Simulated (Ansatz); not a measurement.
MoP:
```xyz
2
Lattice="3.1912 0.0000 0.0000 -1.5956 2.7637 0.0000 0.0000 0.0000 3.1567" Properties=species:S:1:pos:R:3 pbc="T T T"
Mo     0.0000     0.0000     0.0000
P      1.5956     0.9212     1.5783
```

Relaxed with LDA. Special points in fractions of this cell's reciprocal vectors: Γ (0.000, 0.000, 0.000); M (0.500, 0.000, 0.000); K (0.333, 0.333, 0.000); A (0.000, 0.000, 0.500); L (0.500, 0.000, 0.500); H (0.333, 0.333, 0.500).

Task: List the band energies nearest the Fermi level at these points for LDA in the plane-wave PAW code Ansatz.

Result: In eV from the Fermi level; about four levels below and three above (degenerate sets whole), none deeper than 8.9 eV; points with the same levels are listed once.

```tsv
k	below	above
Γ	-4.38 -3.40 -3.40 -0.63	0.31 0.31 4.28 4.28
M	-4.02 -3.91 -1.23 -0.42	1.79 2.47 4.79
K	-5.35 -3.82 -1.57 -0.07	0.69 0.84 7.11
A	-2.79 -2.79 -1.76 -1.76	1.41 3.01 3.01
L	-6.27 -5.32 -4.54 -1.05	1.50 1.93 3.73
H	-7.07 -5.78 -3.20 -1.38	1.60 3.53 4.35
```

Space group P-6m2. Symmetry was held in the LDA relaxation; of distortions, only those at the zone centre were tested. No spin polarisation was allowed. Scalar-relativistic: spin–orbit coupling is off unless named, which matters more the heavier the elements.

Potentials: the later of the program's two PAW sets.
